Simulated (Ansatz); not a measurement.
Cs2MnF6:
```
Cs2MnF6
1.0
    0.00000     4.47162     4.47162
    4.47162     0.00000     4.47162
    4.47162     4.47162     0.00000
Cs Mn F
2 1 6
Cartesian
  2.23581   2.23581   2.23581
  6.70743   6.70743   6.70743
  0.00000   0.00000   0.00000
  4.47162   7.13033   4.47162
  4.47162   1.81291   4.47162
  1.81291   4.47162   4.47162
  7.13033   4.47162   4.47162
  4.47162   4.47162   7.13033
  4.47162   4.47162   1.81291
```
The run is spin-polarised; directions of the spins, atom by atom: 0 0 ↑ 0 0 0 0 0 0.

Relaxed with r²SCAN.

### Question
Give the Bader charges and basin volumes of the independent atoms, r²SCAN (plane waves, PAW; program Ansatz).

### Answer


| atom | Bader charge (e) | Bader volume (Å³) |
|---|---|---|
| Cs1 | +0.94 | 34.8 |
| Mn3 | +2.22 | 6.2 |
| F4 | -0.69 | 15.5 |

Space group Fm-3m. The workflow started from a Materials Project entry (that database holds measured and hypothetical structures alike); the Crystallography Open Database copy checked does not list it. Its standing as an ambient phase is unchecked. The cell was relaxed with r²SCAN under the symmetry of its start; whether a distortion lowers the energy is not shown. The final state is ferromagnetic, chosen from 3 collinear starts compared on coarse meshes (ties went to the first, and starts can fall back to one state), not a proven ground state. Other orbital occupations within this spin state were not tried. No Hubbard U is applied. Scalar-relativistic: spin–orbit coupling is off unless named, which matters more the heavier the elements.

Potentials: the later of the program's two PAW sets.
